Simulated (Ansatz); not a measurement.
## Energy against volume for Mo (bcc, W type)

Mo (bcc, W type)

```cif
data_Mo2
_chemical_formula_sum 'Mo2'
_space_group_name_H-M_alt 'Im-3m'
_space_group_IT_number 229
_space_group_name_Hall '-I 4 2 3'
_cell_length_a 3.16074
_cell_length_b 3.16074
_cell_length_c 3.16074
_cell_angle_alpha 90.000
_cell_angle_beta 90.000
_cell_angle_gamma 90.000
loop_
_atom_site_label
_atom_site_type_symbol
_atom_site_symmetry_multiplicity
_atom_site_Wyckoff_symbol
_atom_site_fract_x
_atom_site_fract_y
_atom_site_fract_z
_atom_site_occupancy
Mo1 Mo 2 a 0.00000 0.00000 0.00000 1
```
(The calculation used a cell of 1 atom; values per cell refer to that cell.)

E(V) scan at fixed shape, V₀ the volume above. Symmetry pins the atoms to their sites.

Computed with PBE (plane waves to 420 eV, PAW, scalar-relativistic; Ansatz, a first-principles code). k mesh 21×21×21 (Γ-centred), Fermi-Dirac smearing 0.05 eV. The energy includes the smearing's −TS. Compression counts positive. Mo is run without spin polarisation. Mo was relaxed with its symmetry unable to fall. The zero of ΔE is the relaxed starting cell.

```
V (Å³/atom)  ΔE (eV/atom)  P (GPa)
-----------  ------------  -------
14.841              0.051     18.3
15.030              0.032     14.2
15.220              0.018     10.3
15.409              0.008      6.6
15.599              0.002      3.2
15.788              0.000      0.0
15.978              0.002     -3.0
16.167              0.007     -5.9
16.357              0.016     -8.5
16.546              0.027    -11.0
16.736              0.042    -13.4
```

Key numbers:

The pressure at the smallest volume comes out as 18.3 GPa and the energy cost of the largest compression comes out as 51 meV/atom. The energy cost of the largest expansion is 42 meV/atom and the bulk modulus B₀ (third-order Birch-Murnaghan fit) is 259 GPa. The pressure derivative B₀′ (fit) is 4.3 and the equilibrium volume of the fit is 15.79 Å³/atom. The pressure for 5 % compression (fit) is 14.8 GPa.

(A scan under strain: stresses follow from slopes of the energy per volume, elastic moduli from its curvatures.)
